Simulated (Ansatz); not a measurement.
Ba$_{2}$CaMoO$_{6}$:
```yaml
crystal:
  lattice:
    - [0.00000, 4.19528, 4.19528]
    - [4.19528, 0.00000, 4.19528]
    - [4.19528, 4.19528, 0.00000]
  atoms:
    - { symbol: Ba, position: [0.75000, 0.75000, 0.75000] }
    - { symbol: Ba, position: [0.25000, 0.25000, 0.25000] }
    - { symbol: Ca, position: [0.00000, 0.00000, 0.00000] }
    - { symbol: Mo, position: [0.50000, 0.50000, 0.50000] }
    - { symbol: O, position: [0.72880, 0.72880, 0.27120] }
    - { symbol: O, position: [0.27120, 0.27120, 0.72880] }
    - { symbol: O, position: [0.27120, 0.72880, 0.72880] }
    - { symbol: O, position: [0.72880, 0.27120, 0.27120] }
    - { symbol: O, position: [0.72880, 0.27120, 0.72880] }
    - { symbol: O, position: [0.27120, 0.72880, 0.27120] }
```

Relaxed with r²SCAN. Special points in fractions of this cell's reciprocal vectors: Γ (0.000, 0.000, 0.000); X (0.500, 0.000, 0.500); U (0.625, 0.250, 0.625); K (0.375, 0.375, 0.750); L (0.500, 0.500, 0.500); W (0.500, 0.250, 0.750).

### Question
List the band energies nearest the valence-band maximum at these points for r²SCAN in the plane-wave PAW code Ansatz.

### Answer
In eV from the valence-band maximum; about four levels below and three above (degenerate sets whole), none deeper than 8.9 eV; points with the same levels are listed once.

```
k                             below           above
-  --------------------------------  --------------
Γ  -0.33 -0.33 -0.33 0.00 0.00 0.00  2.86 2.86 2.86
X     -0.98 -0.98 -0.55 -0.55 -0.05  2.50 3.58 3.58
U           -0.75 -0.74 -0.73 -0.18  2.82 3.42 3.48
L     -0.78 -0.78 -0.45 -0.45 -0.31  3.14 3.24 3.24
W           -0.84 -0.84 -0.36 -0.36  3.08 3.08 3.58
```

Space group Fm-3m. The first step of the workflow began from a Materials Project structure, measured or hypothetical; the Crystallography Open Database files this formula in space group No. 225, but the cells were not matched. Whether it is the stable phase at ambient conditions was not checked. Symmetry was held in the r²SCAN relaxation; whether a distortion lowers the energy is not shown. No spin polarisation was allowed. No Hubbard U is applied. Spin–orbit coupling is left out wherever it is not named.

Potentials: the later of the program's two PAW sets.
